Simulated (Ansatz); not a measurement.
Relaxed-ion elastic tensor of B in space group P4_2/nnm (No. 134; Pearson symbol tP50) in GPa (Voigt order), DFT-r²SCAN in the program Ansatz with PAW potentials; density 2.33 g/cm³, 7.70 Å³ per atom.

```
47.6   452  91.8   0.0   0.0   0.0
 452  47.6  91.8   0.0   0.0   0.0
91.8  91.8   434   0.0   0.0   0.0
 0.0   0.0   0.0   116   0.0   0.0
 0.0   0.0   0.0   0.0   116   0.0
 0.0   0.0   0.0   0.0   0.0   137
```

Problem. Is the crystal mechanically stable?

Solution. No: the smallest eigenvalue of C is -405 GPa.

The workflow started from an entry of the Crystallography Open Database (COD), which files this formula under 2 space groups. It is not the phase usual at ambient conditions (space group No. 166). Symmetry was held in the r²SCAN relaxation. At this level the phase is mechanically unstable. As this level gives no gap, shear constants depend on the k-mesh and smearing (Fermi–Dirac, 0.1 eV here).

Potentials: the earlier of the program's two PAW sets.
